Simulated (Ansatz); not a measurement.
Al3GaSb4: relaxed-ion elastic tensor

These are results of DFT PBE, scalar-relativistic, plane waves, PAW (Ansatz 0.2.0), not measurements. Settings: 420 eV plane-wave cutoff, Γ-centred 6×4×6 mesh, fixed occupations. No spin polarisation.

Relaxed structure:
```
Al Ga Sb
1.0
     4.40525    0.00000    0.00000
     0.00000    8.80177    0.00000
     0.00000    0.00000    6.21331
Al Ga Sb
3 1 4
Direct
  0.50000 0.24965 0.49991
  0.00000 0.50000 0.99961
  0.50000 0.75035 0.49991
  0.00000 0.00000 0.00008
  0.00000 0.24979 0.25014
  0.50000 0.50000 0.74967
  0.00000 0.75021 0.25014
  0.50000 0.00000 0.75053
```

The cell was found from a structure generator's guess, not taken from experiment. Spin–orbit coupling is left out, which matters for heavy elements.

**Question.** Give the relaxed-ion elastic constants (GPa, Voigt order xx yy zz yz xz xy, on the Cartesian axes of the cell above).

**Answer.**
C11 = 92.2, C12 = 18.3, C13 = 34.5, C22 = 91.9, C23 = 34.5, C33 = 75.6, C44 = 36.6, C55 = 36.6, C66 = 20.7 GPa; the others vanish.

**Question.** Is the crystal stable against homogeneous strain?

**Answer.** Yes: the least eigenvalue of the tensor is 20.7 GPa.

**Question.** And the moduli of a polycrystal (Hill averages)?

**Answer.** B = 48 GPa, G = 29 GPa, E = 73 GPa, ν = 0.25.
